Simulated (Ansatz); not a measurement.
# Contact germanides: how much Ge do they eat?

A metal film that reacts with Ge consumes substrate; on a shallow junction the depth consumed per thickness of contact matters as much as the driving force.

NiGe serves as the reference. 5 nm of metal is deposited and fully reacted. All products have no gap at this level.

Data:

Methods, by column (Ansatz, a plane-wave PAW program): volume per atom: r²SCAN, relaxed cell; metal volume, Ge volume: r²SCAN, the element in its room-temperature structure; ΔH_f: r²SCAN, 0 K, against the elements in the same set-up, no fitted corrections.

Model: Ge consumed = metal thickness × y × V(Ge)/V(metal); product = metal thickness × (1 + y) × V/V(metal); ratio = consumed/product; volume change = product/(metal + consumed) − 1.

```
crystal                 Ge atoms per metal atom  V (Å³/atom)  V of the metal (Å³/atom)  V of Ge (Å³/atom)  ΔH_f (eV/atom)  Ge consumed (nm)  product thickness (nm)  consumed per nm of product  volume change (%)
----------------------  -----------------------  -----------  ------------------------  -----------------  --------------  ----------------  ----------------------  --------------------------  -----------------
V3Ge (Pm-3n, cP8)                         0.333        13.27                     13.26              22.83          −0.385              2.87                    6.67                        0.43                −15
Ni5Ge3 (C2/c, mS32)                       0.600        12.11                     10.52              22.83          −0.272              6.51                    9.21                        0.71                −20
NiGe (Pnma), reference                    1.000        13.30                     10.52              22.83          −0.265             10.85                   12.64                        0.86                −20
MoGe2 (I4/mmm, tI6)                       2.000        15.04                     15.63              22.83          −0.101             14.61                   14.43                        1.01                −26
```

Runs started from generated or typed cells of the structure named: NiGe. Whether these are the forms stable at ambient conditions was not checked: V3Ge (Pm-3n, cP8). No claim is made that these are known or stable phases: Ni5Ge3 (C2/c, mS32); MoGe2 (I4/mmm, tI6). Over 15 meV/atom above the lowest phase of their formula at hand: MoGe2 (I4/mmm, tI6) (47 meV/atom, r²SCAN). Magnetic states: V3Ge (Pm-3n, cP8) ferromagnetic, as set for this run. Functionals of the SCAN family are commonly reported to give itinerant 3d magnets too large moments and volumes. Run without spin polarisation: Ni5Ge3 (C2/c, mS32), NiGe. Spin–orbit coupling is left out unless named. No other phase of the formula is at hand at the same level beside V3Ge (Pm-3n, cP8), Ni5Ge3 (C2/c, mS32). ΔH_f counts from the lowest computed solid of each element: Ge (Fd-3m), Mo (Im-3m), Ni (Fm-3m, ferromagnetic), V (Im-3m).

Worked example:

Worked for V3Ge (Pm-3n, cP8):

Ge consumed: 5 × 0.333 × 22.83/13.26 = 2.87 nm; product thickness: 5 × (1 + 0.333) × 13.27/13.26 = 6.67 nm; Ge consumed per nm of product: 2.87/6.67 = 0.43; volume change: 100 × (6.67/(5 + 2.87) − 1) = −15 %.

Result:

By Ge consumed per nm of product (lowest first): V3Ge (Pm-3n, cP8) (0.43 ± 0.014), Ni5Ge3 (C2/c, mS32) (0.71 ± 0.022), NiGe (0.86 ± 0.027), MoGe2 (I4/mmm, tI6) (1.01 ± 0.032). The ± follows from allowances picked for this note (volume per atom 1 %, metal volume 1 %, 3 % for the model), carried to first order and added in quadrature; ≈ joins neighbours closer than their two ± added in quadrature. On this figure 2 of 3 candidates do clearly better than the reference.

Pareto front for low Ge consumed per nm of product and low ΔH_f: V3Ge (Pm-3n, cP8) (0.43, −0.385). The reference is off the front.

Caveats:

Which phase forms first is kinetic; barrier heights, resistivities and agglomeration are not treated. Phases over 50 meV/atom above the lowest one at hand were not drawn (by r²SCAN where it compared them, else by the largest value; a layered or molecular lowest phase counts only with a dispersion term); other phases could lie lower still. Rows were sampled with a lean to familiar crystals, related or not, whatever their agreement with measurement; tables with many equal figures were not kept. Limits of the draw: ΔH_f under −0.03 eV/atom; for ΔH_f, runs without a dispersion term, no Mn, and elements whose lowest cell is their usual one. As a rule kept out of such tables: 4f compounds, open-shell compounds run without a Hubbard term, cells found unstable in the tests at hand, cells close to a higher symmetry, and runs set to a pressure or over 12 % in volume from the crystal's fullest run.
